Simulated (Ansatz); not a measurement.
SiO2 (rutile)

```
SiO2
1.0
    4.23616     0.00000     0.00000
    0.00000     4.23616     0.00000
    0.00000     0.00000     2.69045
Si O
2 4
Direct
  0.50000   0.50000   0.50000
  0.00000   0.00000   0.00000
  0.80699   0.80699   0.50000
  0.30699   0.69301   0.00000
  0.69301   0.30699   0.00000
  0.19301   0.19301   0.50000
```

Equation-of-state scan: isotropic scaling of the cell above, V₀ being its volume. The atoms relax within the cell's symmetry.

Computed with PBE (plane waves to 420 eV, PAW, scalar-relativistic; Ansatz, a quantum-chemistry and plane-wave program). k mesh 8×8×12 (Γ-centred), Fermi-Dirac smearing 0.05 eV. E stands for the smeared free energy. Compression counts positive. With the shape held, the modulus is that of even scaling; a crystal free to change shape is softer. SiO2 was relaxed with its symmetry unable to fall. ΔE is measured from the relaxed starting cell.

```tsv
V/V₀	ΔE (eV/atom)	P (GPa)
0.940	0.0280	19.7
0.950	0.0191	15.9
0.960	0.0120	12.4
0.970	0.0066	9.0
0.980	0.0029	5.9
0.990	0.0007	2.8
1.000	0.0000	0.0
1.010	0.0007	-2.7
1.020	0.0027	-5.3
1.030	0.0059	-7.7
1.040	0.0103	-9.9
1.050	0.0159	-12.1
1.060	0.0225	-14.1
```

What the scan shows:

- Pressure at the smallest volume = 19.7 GPa
- Energy cost of the largest compression = 28.0 meV/atom
- Energy cost of the largest expansion = 22.5 meV/atom
- Bulk modulus at fixed cell shape B₀ (third-order Birch-Murnaghan fit) = 277 GPa
- Pressure derivative B₀′ (fit) = 4.5
- Equilibrium volume of the fit = 8.05 Å³/atom
- Pressure for 5 % compression (fit) = 15.9 GPa

(A scan under strain: stresses follow from slopes of the energy per volume, elastic moduli from its curvatures.)
